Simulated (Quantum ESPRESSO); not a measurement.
Band energies of Hg

```
CELL_PARAMETERS angstrom
     -2.06969     2.06969     1.80226
      2.06969    -2.06969     1.80226
      2.06969     2.06969    -1.80226
ATOMIC_POSITIONS crystal
  Hg 0.00000 0.00000 0.00000
```

PBEsol (pw.x of Quantum ESPRESSO, ONCV potentials, no spin-orbit coupling); path ΓXMΓZPNZ1M,XP; energies in eV from the Fermi level.

```
k (1/Å)  point  band 6  band 7  band 8  band 9  band 10  band 11  band 12  band 13
-------  -----  ------  ------  ------  ------  -------  -------  -------  -------
0.00         Γ   -6.41   -6.15   -6.15   -5.93    -5.65    11.70    11.70    14.13
0.75             -6.29   -6.01   -5.77   -5.57    -4.28     2.30    10.23    11.14
1.07         X   -6.33   -5.99   -5.80   -5.41    -2.20    -0.64     9.53    10.72
1.50             -6.14   -6.06   -5.95   -5.43    -1.75     0.37     7.81     9.03
2.15         M   -6.62   -5.48   -5.48   -5.41     1.15     2.91     2.91     5.66
2.26             -6.61   -5.50   -5.49   -5.43     0.72     2.99     3.23     5.73
3.01             -6.15   -6.03   -5.97   -5.90    -5.00     6.84     7.09     9.67
3.66         Γ   -6.41   -6.15   -6.15   -5.93    -5.65    11.70    11.70    14.13
3.77             -6.40   -6.16   -6.16   -5.92    -5.66    11.72    11.72    13.62
4.48             -6.12   -6.06   -5.97   -5.95    -3.86     5.71     7.48     7.48
5.20         Z   -6.59   -5.55   -5.55   -5.44     0.91     3.20     3.20     4.79
5.88             -6.20   -6.05   -5.77   -5.55    -0.97     1.92     2.46     9.47
6.46         P   -6.25   -6.16   -5.78   -5.63    -1.04     2.72     3.52     3.52
6.57             -6.28   -6.07   -5.78   -5.62    -1.07     2.26     3.67     4.04
7.22         N   -6.59   -5.81   -5.56   -5.38    -1.39    -0.20     7.55     8.44
7.31             -6.58   -5.82   -5.57   -5.38    -1.38    -0.14     7.43     8.31
7.95             -6.39   -5.85   -5.74   -5.45    -0.10     2.53     4.10     5.39
8.22        Z1   -6.59   -5.55   -5.55   -5.44     0.91     3.20     3.20     4.79
8.43         M   -6.62   -5.48   -5.48   -5.41     1.15     2.91     2.91     5.66
8.43         X   -6.33   -5.99   -5.80   -5.41    -2.20    -0.64     9.53    10.72
8.53             -6.33   -5.98   -5.80   -5.43    -2.19    -0.57     9.13    10.42
9.30         P   -6.25   -6.16   -5.78   -5.63    -1.04     2.72     3.52     3.52
```

A metal at this level: along this path bands 10, 11 cross the Fermi level.

Spin-orbit coupling is left out; for elements this heavy it splits bands near the Fermi level.

Geometry of the Materials Project entry, not relaxed at this level.

The structure is a Materials Project entry; no match was found in the copy of COD used, and its stability was not checked.
